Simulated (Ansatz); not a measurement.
Pt (fcc, Cu type)

```
Pt
1.0
    0.00000     1.97014     1.97014
    1.97014     0.00000     1.97014
    1.97014     1.97014     0.00000
Pt
1
Direct
  0.00000   0.00000   0.00000
```

The volume is varied about the relaxed value V₀ at fixed cell shape. Symmetry pins the atoms to their sites.

The numbers are results of r2SCAN (plane waves to 500 eV, PAW, scalar-relativistic; Ansatz, an electronic-structure program), not measurements. k mesh 21×21×21 (Γ-centred), Fermi-Dirac smearing 0.05 eV. Compression counts positive. Pt is run without spin polarisation. Pt was relaxed with its symmetry unable to fall. Spin-orbit coupling is left out, though Pt is heavy. 

```
V (Å³/cell)     P (GPa)
-----------  ----------
13.76        (withheld)
14.02              29.9
14.27              22.6
14.53        (withheld)
14.78        (withheld)
15.04               4.8
15.29               0.0
15.55              -4.3
15.80              -8.2
16.06             -11.6
16.31             -14.7
16.57             -17.4
16.82             -19.9
```

### Question
What belongs in the gaps?

### Answer

- 13.76, P (GPa): 38.0
- 14.53, P (GPa): 16.0
- 14.78, P (GPa): 10.1

(A scan under strain: stresses follow from slopes of the energy per volume, elastic moduli from its curvatures.)
